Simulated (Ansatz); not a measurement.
## LiNbO3, first-principles data

LiNbO3:
```xyz
10
Lattice="2.5729 1.4854 4.6191 -2.5729 1.4854 4.6191 0.0000 -2.9709 4.6191" Properties=species:S:1:pos:R:3 pbc="T T T"
Li     0.0000     0.0000     4.9434
Li     0.0000     0.0000     8.9139
Nb     0.0000     0.0000     1.9969
Nb     0.0000     0.0000    11.8603
O     -0.8752    -1.6823     8.0218
O      0.8752     1.6823     5.8355
O     -1.0193     1.5991     8.0218
O      1.0193    -1.5991     5.8355
O      1.8945     0.0832     8.0218
O     -1.8945    -0.0832     5.8355
```

Space group R-3 (No. 148); conventional cell a = b = 5.146 Å, c = 13.857 Å, α = β = 90.00°, γ = 120.00°.

Method: LDA in the plane-wave PAW code Ansatz. Structure relaxed to zero pressure with the same functional. Other levels are named where they apply.

**Cell and energy**

* **Volume per atom**: 10.59 Å³
* **Density**: 4.64 g/cm³
* **Formation energy from the elements (no fitted shifts)**: -2.67 eV/atom

**Electronic structure**

Band gap: 3.95 eV (smallest direct gap 3.96 eV)
Valence-band maximum: off the standard path, at k = (0.297, 0.260, -0.219) in fractions of the reciprocal vectors
Conduction-band minimum: off the standard path, at k = (0.193, 0.188, -0.302) in fractions of the reciprocal vectors
Electron effective mass: 1.1, 3.1, 9.7 mₑ (principal values)
Hole effective mass: 0.95, 1.9, 4.0 mₑ (principal values)

**Mechanics**

- Bulk modulus (Birch–Murnaghan fit): 89.8 GPa
- Pressure derivative B′: 5.3
- Elastic constants (relaxed ions, GPa): C11 = 233, C12 = 117, C13 = 25.5, C14 = 8.1, C33 = 138, C44 = 24.4, C15 = 6.5
- Mechanical stability: stable (all eigenvalues of C positive)
- Hill bulk and shear moduli: 97.3 and 43.1 GPa
- Young's modulus: 113 GPa
- Poisson's ratio: 0.31
- Debye temperature from the elastic constants: 462 K

**Dielectric response**

* **Electronic dielectric constant ε∞ (DFPT)**: 5.15 (xx = yy), 3.45 (zz)
* **Static dielectric constant ε0 (ions relaxed, cell fixed)**: 25.8 (xx = yy), 11.0 (zz)
* **Born charges (a third of the trace)**: Li +1.32, Nb +5.52, O -2.28 e

**Phonons**

- Highest zone-centre frequency (without LO–TO term) = 784 cm⁻¹
- Zone-centre stability = no imaginary mode at Γ
- Dynamical stability on the path = stable (no imaginary branch)
- Zero-point energy = 69.6 meV/atom
- Vibrational entropy at 300 K = 18.1 J/(K·mol of atoms)

The first step of the workflow began from a Materials Project structure, measured or hypothetical; the Crystallography Open Database files this formula in space group No. 148, but the cells were not matched. It is not the phase usual at ambient conditions (space group No. 161). Symmetry was held in the LDA relaxation. The run is not spin-polarised. The references are the lowest solids computed at this level, not always the standard phases (solids in place of the gases). Scalar-relativistic: spin–orbit coupling is off unless named, which matters more the heavier the elements.

Potentials: the later of the program's two PAW sets.
